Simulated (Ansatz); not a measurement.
Y₂C (anti-CdI2 type, P-3m1) at seven volumes, r²SCAN (plane waves, PAW; program Ansatz), shape and atoms relaxed at each. One row is withheld.

```json
[
 {"V (Å³/atom)": "21.229", "P (GPa)": "6.69"},
 {"V (Å³/atom)": "21.929", "P (GPa)": "4.15"},
 {"V (Å³/atom)": "22.629", "P (GPa)": "1.92"},
 {"V (Å³/atom)": "23.329", "P (GPa)": "0.00"},
 {"V (Å³/atom)": "24.029", "P (GPa)": "-1.64"},
 {"V (Å³/atom)": "24.729", "P (GPa)": "-3.01"},
 {"V (Å³/atom)": "25.429", "P (GPa)": "?"}
]
```

**Question.** Fit the shown pressures and predict the withheld one.

**Answer.** Third-order Birch–Murnaghan: P = (3/2)B₀(x^(7/2) − x^(5/2))[1 + (3/4)(B′ − 4)(x − 1)] with x = (V₀/V)^(2/3). Least squares on the six rows gives V₀ = 23.335 Å³/atom, B₀ = 58.61 GPa, B′ = 4.02. At V = 25.429, x = 0.9443 and P = -4.24 GPa. The run itself gave -4.13 GPa.

The cell is a constructed one: a structure type filled with these elements; neither database checked (COD, Materials Project) lists it. COD files the formula under space group No. 166. Whether it is the stable phase at ambient conditions was not checked. Symmetry was held in the r²SCAN relaxation; its stability against distortions is not shown here. The run is not spin-polarised.

Potentials: the earlier of the program's two PAW sets.
